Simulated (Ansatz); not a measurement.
Relaxed TiAl (CuAu type, space group P4/mmm):

```yaml
crystal:
  lattice:
    - [5.64852, 0.00000, 0.00000]
    - [0.00000, 2.82426, 0.00000]
    - [0.00000, 0.00000, 4.07079]
  atoms:
    - { symbol: Al, position: [0.25000, 0.50000, 0.50000] }
    - { symbol: Al, position: [0.75000, 0.50000, 0.50000] }
    - { symbol: Ti, position: [0.00000, 0.00000, 0.00000] }
    - { symbol: Ti, position: [0.50000, 0.00000, 0.00000] }
```

In this cell atom 2 (Al, nearest neighbour Al at 2.824 Å; its periodic images, 2.8 Å or more away, move with it) is moved by u·(1.000, 0.000, 0.000) + v·(0.000, 0.000, 1.000); the rest is frozen.

Calculation: PBE (plane waves to 420 eV, PAW, scalar-relativistic; Ansatz, an electronic-structure program). k mesh 7×13×9 (Γ-centred), Fermi-Dirac smearing 0.05 eV. Energies are smeared free energies. Points where atoms come too close for the PAW data are left out (x in tables, blank in figures). With partly filled bands, energies and forces of such displacements shift with the k mesh and the smearing. TiAl is run without spin polarisation. TiAl was relaxed with its symmetry unable to fall. The zero of ΔE is the undisplaced structure. Axes are in Å.

Problem. Give the computed ΔE (meV/cell) at all points of the grid u = -0.710, -0.473, -0.237, 0.000, 0.237, 0.473, 0.710 by v = -0.710, -0.473, -0.237, 0.000, 0.237, 0.473, 0.710.

Solution. ΔE (meV/cell), with u across and v down:

```csv
v \ u,-0.710,-0.473,-0.237,0.000,0.237,0.473,0.710
-0.710,x,3202,2170,1825,2170,3202,x
-0.473,3310,1844,1052,800,1052,1844,3310
-0.237,2409,1066,400,197,400,1066,2409
0.000,2125,816,187,0,187,816,2125
0.237,2409,1066,400,197,400,1066,2409
0.473,3310,1844,1052,800,1052,1844,3310
0.710,x,3202,2170,1825,2170,3202,x
```

(For displaced atoms, the force is minus the slope of the energy, and its curvature is a force constant, which sets phonon frequencies.)
